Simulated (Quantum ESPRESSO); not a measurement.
## Ga3LiTaMg3 (input and log of a self-consistent run)

A calculation, not a measurement. The program is pw.x of Quantum ESPRESSO 7.5 (plane-wave density functional theory). The cell is made up: eight metal atoms on a face-centred cubic lattice, with elements, volume, strain and displacements drawn at random and not relaxed, so it may be unstable or far from any real phase. PseudoDojo standard norm-conserving files set the functional (PBE unless stated); there is no spin polarisation or spin-orbit coupling, the Fermi-Dirac width of 0.25 eV means electrons at about 2900 K, and the masses in the input are unused placeholders. Heavy elements are run without spin-orbit coupling, which real alloys of them have. A spin test at this wide smearing found no moment, but such smearing suppresses magnetism that the real alloy may have.

Input:

```
&control calculation='scf', pseudo_dir='./dojo.nc.sr.pbe.v0_5.standard.upf', outdir='./o', disk_io='minimal', tprnfor=.true., tstress=.true. /
&system ibrav=0, nat=8, ntyp=4, nbnd=53, ecutwfc=87.97787729, nosym=.true., tot_charge=0,
 occupations='smearing', smearing='fd', degauss=0.0183746611
/
&electrons conv_thr=1.470e-08, electron_maxstep=70, mixing_beta=0.5 /
ATOMIC_SPECIES
Ga 1.0 Ga.upf
Li 1.0 Li.upf
Mg 1.0 Mg.upf
Ta 1.0 Ta.upf
CELL_PARAMETERS angstrom
-4.3504 0.0 0.0
0.0 -4.3504 4.3504
0.0 6.5256 2.1752
ATOMIC_POSITIONS angstrom
Ga 0.0239 -0.0251 -0.0127
Ga -0.006 2.0818 2.1098
Li 0.0807 -2.2509 2.1601
Ta 0.0556 0.0162 4.2868
Mg -2.1697 4.3592 2.1426
Mg -2.1625 -0.008 2.1172
Mg -2.2942 2.1187 4.33
Ga -2.1979 -2.1133 4.2339
K_POINTS automatic
5 4 4 1 1 1
```

The log is shortened where brackets say so; the opening notice, blank lines, dates and the lines on written files are dropped, and the path of the files is cut. It prints rydbergs, bohrs and kilobars, and counts compression as positive stress. Its total energy is the free energy E - TS of the whole cell.

```
     Program PWSCF v.7.5
     Parallel version (MPI & OpenMP), running on       4 processor cores
     Number of MPI processes:                 4
     Threads/MPI process:                     1
     [start-up lines left out]
     bravais-lattice index     =            0
     lattice parameter (alat)  =       8.2211  a.u.
     unit-cell volume          =    1111.2561 (a.u.)^3
     number of atoms/cell      =            8
     number of atomic types    =            4
     number of electrons       =        85.00
     number of Kohn-Sham states=           53
     kinetic-energy cutoff     =      87.9779  Ry
     charge density cutoff     =     351.9115  Ry
     scf convergence threshold =      1.5E-08
     mixing beta               =       0.5000
     number of iterations used =            8  plain     mixing
     Exchange-correlation= PBE
                           (   1   4   3   4   0   0   0)
     [axes and pseudopotential details left out]
   Cartesian axes
     site n.     atom                  positions (alat units)
         1        Ga     tau(   1) = (   0.0054937  -0.0057696  -0.0029193  )
         2        Ga     tau(   2) = (  -0.0013792   0.4785307   0.4849669  )
         3        Li     tau(   3) = (   0.0185500  -0.5174007   0.4965291  )
         4        Ta     tau(   4) = (   0.0127804   0.0037238   0.9853807  )
         5        Mg     tau(   5) = (  -0.4987357   1.0020228   0.4925064  )
         6        Mg     tau(   6) = (  -0.4970807  -0.0018389   0.4866679  )
         7        Mg     tau(   7) = (  -0.5273538   0.4870127   0.9953108  )
         8        Ga     tau(   8) = (  -0.5052179  -0.4857714   0.9732209  )
     number of k points=    40  Fermi-Dirac smearing, width (Ry)=  0.0184
                       cart. coord. in units 2pi/alat
        k(    1) = (  -0.1000000   0.0312500   0.1562500), wk =   0.0500000
        k(    2) = (  -0.1000000   0.1562500   0.2812500), wk =   0.0500000
     [further k points left out]
     Dense  grid:   123915 G-vectors     FFT dimensions: (  50,  72,  80)
     Estimated max dynamical RAM per process >     313.43 MB
     Estimated total dynamical RAM >       1.14 GB
     Initial potential from superposition of free atoms
     starting charge      84.9841, renormalised to      85.0000
     Starting wfcs are   54 randomized atomic wfcs
     total cpu time spent up to now is        5.0 secs
     per-process dynamical memory:   221.7 Mb
     Self-consistent Calculation
     iteration #  1     ecut=    87.98 Ry     beta= 0.50
     Davidson diagonalization with overlap
     ethr =  1.00E-02,  avg # of iterations =  5.5
     Threshold (ethr) on eigenvalues was too large:
     Diagonalizing with lowered threshold
     Davidson diagonalization with overlap
     ethr =  1.44E-04,  avg # of iterations =  4.8
     total cpu time spent up to now is       25.3 secs
     total energy              =    -959.78792270 Ry
     estimated scf accuracy    <       0.12093628 Ry
     iteration #  2     ecut=    87.98 Ry     beta= 0.50
     Davidson diagonalization with overlap
     ethr =  1.42E-04,  avg # of iterations =  3.1
     total cpu time spent up to now is       34.0 secs
     total energy              =    -959.77187529 Ry
     estimated scf accuracy    <       0.20428224 Ry
     iteration #  3     ecut=    87.98 Ry     beta= 0.50
     Davidson diagonalization with overlap
     ethr =  1.42E-04,  avg # of iterations =  2.1
     total cpu time spent up to now is       42.1 secs
     total energy              =    -959.80171491 Ry
     estimated scf accuracy    <       0.08819717 Ry
     iteration #  4     ecut=    87.98 Ry     beta= 0.50
     Davidson diagonalization with overlap
     ethr =  1.04E-04,  avg # of iterations =  2.0
     total cpu time spent up to now is       49.8 secs
     total energy              =    -959.81168525 Ry
     estimated scf accuracy    <       0.00616085 Ry
     iteration #  5     ecut=    87.98 Ry     beta= 0.50
     Davidson diagonalization with overlap
     ethr =  7.25E-06,  avg # of iterations =  5.0
     total cpu time spent up to now is       58.9 secs
     total energy              =    -959.81252185 Ry
     estimated scf accuracy    <       0.00057500 Ry
     iteration #  6     ecut=    87.98 Ry     beta= 0.50
     Davidson diagonalization with overlap
     ethr =  6.76E-07,  avg # of iterations =  3.9
     total cpu time spent up to now is       67.5 secs
     total energy              =    -959.81257696 Ry
     estimated scf accuracy    <       0.00006267 Ry
     iteration #  7     ecut=    87.98 Ry     beta= 0.50
     Davidson diagonalization with overlap
     ethr =  7.37E-08,  avg # of iterations =  2.5
     total cpu time spent up to now is       76.1 secs
     total energy              =    -959.81258808 Ry
     estimated scf accuracy    <       0.00000669 Ry
     iteration #  8     ecut=    87.98 Ry     beta= 0.50
     Davidson diagonalization with overlap
     ethr =  7.87E-09,  avg # of iterations =  2.4
     total cpu time spent up to now is       84.1 secs
     total energy              =    -959.81258902 Ry
     estimated scf accuracy    <       0.00000061 Ry
     iteration #  9     ecut=    87.98 Ry     beta= 0.50
     Davidson diagonalization with overlap
     ethr =  7.21E-10,  avg # of iterations =  3.3
     total cpu time spent up to now is       92.4 secs
     total energy              =    -959.81258911 Ry
     estimated scf accuracy    <       0.00000016 Ry
     iteration # 10     ecut=    87.98 Ry     beta= 0.50
     Davidson diagonalization with overlap
     ethr =  1.87E-10,  avg # of iterations =  2.0
     total cpu time spent up to now is      100.3 secs
     total energy              =    -959.81258914 Ry
     estimated scf accuracy    <       0.00000003 Ry
     iteration # 11     ecut=    87.98 Ry     beta= 0.50
     Davidson diagonalization with overlap
     ethr =  3.62E-11,  avg # of iterations =  2.0
     total cpu time spent up to now is      108.0 secs
     End of self-consistent calculation
     [lines on levels left out]
!    total energy              =    -959.81258914 Ry
     estimated scf accuracy    <          1.4E-09 Ry
     smearing contrib. (-TS)   =      -0.06889648 Ry
     internal energy E=F+TS    =    -959.74369266 Ry
     The total energy is F=E-TS. E is the sum of the following terms:
     one-electron contribution =    -525.04828134 Ry
     hartree contribution      =     291.75226701 Ry
     xc contribution           =    -205.75085335 Ry
     ewald contribution        =    -520.69682497 Ry
     convergence has been achieved in  11 iterations
     Forces acting on atoms (cartesian axes, Ry/au):
     atom    1 type  1   force =    -0.00408424   -0.01338952   -0.01467464
     atom    2 type  1   force =    -0.00016123    0.00456739    0.00322173
     atom    3 type  2   force =    -0.00840150   -0.00021908    0.00164269
     atom    4 type  4   force =    -0.01723105   -0.00860545    0.02142681
     atom    5 type  3   force =     0.00431517   -0.01220563   -0.01553054
     atom    6 type  3   force =     0.00289940    0.00245075    0.00315891
     atom    7 type  3   force =     0.02110993    0.00575719    0.00437233
     atom    8 type  1   force =     0.00155352    0.02164435   -0.00361729
     Total force =     0.052546     Total SCF correction =     0.000151
     Computing stress (Cartesian axis) and pressure
          total   stress  (Ry/bohr**3)                   (kbar)     P=      -54.50
  -0.00036909   0.00002310  -0.00000400          -54.30        3.40       -0.59
   0.00002310  -0.00040842   0.00009868            3.40      -60.08       14.52
  -0.00000400   0.00009868  -0.00033402           -0.59       14.52      -49.14
     init_run     :      4.60s CPU      4.89s WALL (       1 calls)
     electrons    :    101.93s CPU    103.06s WALL (       1 calls)
     forces       :      1.32s CPU      1.36s WALL (       1 calls)
     stress       :      4.56s CPU      4.56s WALL (       1 calls)
     [timing details left out]
     PWSCF        :   1m52.56s CPU   1m54.03s WALL
     JOB DONE.
```

In other units: free energy -13058.916 eV for the cell, pressure -5.45 GPa, largest force component 0.556 eV/Å in size. The run took 116 s of wall time with four MPI processes on a shared machine (AMD EPYC, older, virtual cores), so the time is rough. A rerun of this cell at a higher cutoff and on a denser mesh moved values by no more than 0.010 eV in energy, 0.06 GPa in stress and 0.010 eV/Å in force, and a second program with other atomic files agreed on that cell to 2 % rms in force and 0.5 GPa in pressure.